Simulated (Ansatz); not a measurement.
SnS₂:
```yaml
crystal:
  lattice:
    - [3.70112, 0.00000, 0.00000]
    - [-1.85056, 3.20527, 0.00000]
    - [0.00000, 0.00000, 32.00000]
  atoms:
    - { symbol: S, position: [0.66667, 0.33333, 0.54620] }
    - { symbol: Sn, position: [0.00000, 0.00000, 0.50000] }
    - { symbol: S, position: [0.33333, 0.66667, 0.45380] }
```
The layer is periodic in x and y and isolated along z.

Relaxed with PBE. Special points in fractions of this cell's reciprocal vectors: Γ (0.000, 0.000, 0.000); M (0.500, 0.000, 0.000); K (0.333, 0.333, 0.000).

Problem. List the band energies nearest the valence-band maximum at these points for PBE with spin–orbit coupling (plane waves, PAW; program Ansatz).

Solution. In eV from the valence-band maximum; about four levels below and three above (degenerate sets whole), none deeper than 8.9 eV; points with the same levels are listed once.

```
k                    below                above
-  -----------------------  -------------------
Γ  -0.13 -0.13 -0.08 -0.08  2.32 2.32 3.75 3.75
M  -0.44 -0.44 -0.23 -0.23  1.57 1.57 4.77 4.77
K  -0.57 -0.57 -0.56 -0.56  2.66 2.66 6.06 6.06
```

Space group P-3m1 (1T). A layer that has been made, often on a substrate. The PBE relaxation kept the symmetry of its start; its stability against distortions is not shown here.

Potentials: the later of the program's two PAW sets.
